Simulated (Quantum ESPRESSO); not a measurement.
Space group I4/m (No. 87); a = 5.577 Å, b = 5.577 Å, c = 7.979 Å, α = 90.00°, β = 90.00°, γ = 90.00°

```csv
atom,site,symmetry,x,y,z
O,4e,4..,0.0000,0.0000,0.2585
O,8h,m..,0.2234,0.2941,0.0000
Mg,2a,4/m..,0.0000,0.0000,0.0000
Sr,4d,-4..,0.0000,0.5000,0.2500
W,2b,4/m..,0.0000,0.0000,0.5000
```
(The calculation used a cell of 10 atoms; values per cell refer to that cell.)

The geometry is that of Materials Project entry mp-19420, symmetrised and not relaxed again.

What does PBEsol (pw.x of Quantum ESPRESSO, ONCV potentials, no spin-orbit coupling) give for the electronic structure near the Fermi level?

The PBEsol gap is 3.02 eV and nearly direct: the edges lie at 25 % of the way from Γ to X and X, the smallest direct gap within 0.02 eV of it. Another valence extremum on the path lies within 0.02 eV, too close to call. Spin-orbit coupling is left out, which matters for elements this heavy: edges can move by tenths of an eV.

The structure is a Materials Project entry; no match was found in the copy of COD used, and its stability was not checked.
